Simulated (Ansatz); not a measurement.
**SbTePd: gradients before and after relaxing the atoms**

Start: an entry of the Crystallography Open Database (COD).

Space group P2_13 (No. 198); a = 6.5362 Å.

```
site  Wyckoff  site symmetry       x       y       z
  Sb       4a            .3.  0.6271  0.6271  0.6271
  Te       4a            .3.  0.3728  0.3728  0.3728
  Pd       4a            .3.  0.9980  0.9980  0.9980
```

One atom of each set is listed.

Level of theory: DFT, PBE, plane waves and PAW, scalar-relativistic, 420 eV cutoff, Γ-centred 5×5×5 k-points, Fermi–Dirac smearing 0.05 eV (Ansatz 0.2.0).

The largest force at the start is 0.44 eV/Å. Relaxing the ions at fixed cell moves them by 0.058 Å at most (atom 10, Pd) and 0.034 Å rms. End positions:

Sb (0.6280, 0.6280, 0.6280)
Te (0.3728, 0.3728, 0.3728)
Pd (0.0032, 0.0032, 0.0032)

```tsv
site	moved (Å)	first shell before	first shell after	V_zz before (10²¹ V/m²)	η before
Sb	0.010	3 Pd at 2.72 Å, 1 Te at 2.88 Å	3 Pd at 2.69 Å, 1 Te at 2.89 Å	19.17	0.00
Te	0.000	3 Pd at 2.69 Å, 1 Sb at 2.88 Å	3 Pd at 2.72 Å, 1 Sb at 2.89 Å	6.18	0.00
Pd	0.058	3 Te at 2.69 Å, 3 Sb at 2.72 Å	3 Sb at 2.69 Å, 3 Te at 2.72 Å	-1.59	0.00
```

(1) What are V_zz and η after the relaxation?

## Answers

(1) 

| site | V_zz after | η after | change of V_zz |
| --- | --- | --- | --- |
| Sb | 21.2 | 0.00 | +1.99 |
| Te | 4.60 | 0.00 | -1.58 |
| Pd | -1.80 | 0.00 | -0.21 |

The largest change of V_zz is on Sb, from 19.17 to 21.2. In per cent, |V_zz| changes by +10 on Sb, -26 on Te (all sites that start above 2).

The run finds no gap above 0.1 eV (a metal, or nearly one), so the gradients can move by 10 % or more with the k-mesh. Without spin–orbit coupling the gradients at and beside Te can be off by some per cent, at some sites by more. With these PAW files V_zz is typically within 2 to 3 % of all-electron values, but misses above 10 % occur on Pd, Sb.
